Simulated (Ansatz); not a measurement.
An elastic tensor (GPa, Voigt order, standard axes) from the program Ansatz at the LDA level (PAW):

```
 121  47.1  47.1   0.0   0.0   0.0
47.1   121  47.1   0.0   0.0   0.0
47.1  47.1   121   0.0   0.0   0.0
 0.0   0.0   0.0  61.4   0.0   0.0
 0.0   0.0   0.0   0.0  61.4   0.0
 0.0   0.0   0.0   0.0   0.0  61.4
```

Problem. Which of these materials gives this?
A. Ca, fcc (Cu type)
B. Ge, diamond
C. V, bcc (W type)
D. Fe, bcc (W type)

Solution. B, Ge, diamond

Space group Fd-3m (diamond). Symmetry was held in the LDA relaxation. As this level gives no gap, shear constants depend on the k-mesh and smearing (Fermi–Dirac, 0.1 eV here).

Potentials: the later of the program's two PAW sets.
